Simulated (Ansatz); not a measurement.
Band structure of GaSb

```xyz
2
Lattice="0.0000 3.1081 3.1081 3.1081 0.0000 3.1081 3.1081 3.1081 0.0000" Properties=species:S:1:pos:R:3 pbc="T T T"
Ga    0.0000    0.0000    0.0000
Sb    1.5540    1.5540    1.5540
```

Atom numbers follow the list: Ga1, Sb2.

The conventional cell has a = 6.216 Å, b = 6.216 Å, c = 6.216 Å, α = 90.00°, β = 90.00°, γ = 90.00°. Ga (atom 1) is surrounded by 4 Sb at 2.69 Å. Around Sb (atom 2) lie 4 Ga at 2.69 Å.

The cell was built from the zincblende type and relaxed in the same program, and has space group F-43m; it needn't be a known or the stable phase.

No spin–orbit coupling, which matters for the heavy atoms here.

Theory: DFT, PBE, all-electron LAPW, scalar-relativistic (Ansatz 0.2.0).

Sampling and basis: a Γ-centred 9×9×9 k mesh, Fermi–Dirac smearing of 0.08 eV, basis error target 1 meV/atom, no spin polarisation.

Points in fractions of the reciprocal vectors of this cell: Γ (0, 0, 0), X (-0.5, -0.5, 0), U (-0.375, -0.375, 0.25), K (-0.375, 0, 0.375), L (0, 0, 0.5), W (-0.5, -0.25, 0.25). The path joins them by straight lines in the order Γ–X–U–K–Γ–L–W–X; legs that retrace an earlier one aren't tabulated. Energies are in eV from the Fermi level.

Q: List the levels at X between -8 and 2.5 eV.

A: -6.68, -2.50 (×2), 0.87, 1.25.

Q: List the levels at W between -8 and 2.5 eV.

A: -6.56, -3.22, -3.01.

Q: List the levels at Γ between -8 and 2.5 eV.

A: -0.39, -0.09 (×3).

Q: What is the band gap?

A: None at this level of theory (metallic, semimetallic, or a small gap that the functional closes).
